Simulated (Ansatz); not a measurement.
Ir (fcc (Cu type)), relaxed with PBEsol (Ansatz, a program for electronic structure, plane waves, PAW): a = 3.8301 Å, b = 3.8301 Å, c = 3.8301 Å, α = 90.00°, β = 90.00°, γ = 90.00°.

Q: The same phase is relaxed and computed with r²SCAN+D4 in the same code. What is the cell now?

A: a = 3.836 Å, b = 3.836 Å, c = 3.836 Å, α = 90.00°, β = 90.00°, γ = 90.00°.

All cells were relaxed under the symmetry of their starts (and spin orders); stability against distortions was not tested throughout. Rows with no word on spin ran without spin polarisation. Spin–orbit coupling is left out wherever it is not named.

Potentials: the earlier of the program's two PAW sets.

Ansatz is a plane-wave DFT program.
